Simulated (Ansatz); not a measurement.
One crystal and one scan (energy against volume) at two levels, PBEsol (plane waves to 420 eV, PAW, scalar-relativistic; Ansatz, an electronic-structure program) and PBE (plane waves to 420 eV, PAW, scalar-relativistic; Ansatz), each from its own relaxed cell and on its own mesh. The cell shown is that of PBEsol.

MoSi₂ (MoSi2 type, space group I4/mmm)

```yaml
crystal:
  lattice:
    - [-1.59521, 1.59521, 3.91055]
    - [1.59521, -1.59521, 3.91055]
    - [1.59521, 1.59521, -3.91055]
  atoms:
    - { symbol: Mo, position: [0.00000, 0.00000, 0.00000] }
    - { symbol: Si, position: [0.33508, 0.33508, 0.00000] }
    - { symbol: Si, position: [0.66492, 0.66492, 0.00000] }
```

Equation-of-state scan: isotropic scaling of the cell above, V₀ being its volume. The atoms relax within the cell's symmetry.

E stands for the smeared free energy. MoSi2 is run without spin polarisation. MoSi2 was relaxed with its symmetry unable to fall. The PAW data are Ansatz's earlier set. With the shape held, the modulus is that of even scaling; a crystal free to change shape is softer. Percentages come from the unrounded values. Both scans cover V/V₀ from 0.940 to 1.060.

Results of PBEsol:

```
Item                                                                         Result
---------------------------------------------------------------------------  ------
Lattice constant a (Å)                                                        3.190
Lattice constant c (Å)                                                        7.821
Relaxed volume (Å³/atom)                                                      13.27
Pressure at the smallest volume (GPa)                                          15.6
Energy cost of the largest compression (meV/atom)                                37
Bulk modulus at fixed cell shape B₀ (third-order Birch-Murnaghan fit) (GPa)   219.8
Pressure for 5 % compression (fit) (GPa)                                       12.6
```

Problem. What does PBE give for the same quantities?

Solution. 
| quantity | PBE | PBEsol − PBE |
|---|---|---|
| Lattice constant a (Å) | 3.217 | -0.027 (-0.8 %) |
| Lattice constant c (Å) | 7.873 | -0.052 (-0.7 %) |
| Relaxed volume (Å³/atom) | 13.58 | -0.31 (-2.3 %) |
| Pressure at the smallest volume (GPa) | 14.6 | +1.0 (+7 %) |
| Energy cost of the largest compression (meV/atom) | 35 | +2 (+5 %) |
| Bulk modulus at fixed cell shape B₀ (third-order Birch-Murnaghan fit) (GPa) | 205.2 | +14.6 (+7.1 %) |
| Pressure for 5 % compression (fit) (GPa) | 11.8 | +0.8 (+7 %) |

PBEsol gives the higher value for: pressure at the smallest volume; bulk modulus at fixed cell shape B₀; pressure for 5 % compression. PBEsol gives the lower value for: lattice constant a; lattice constant c; relaxed volume. Neither level is exact: the differences show how much the result hangs on the functional.

(Under strain, the slope of the energy per volume gives the stress and its curvature an elastic modulus.)
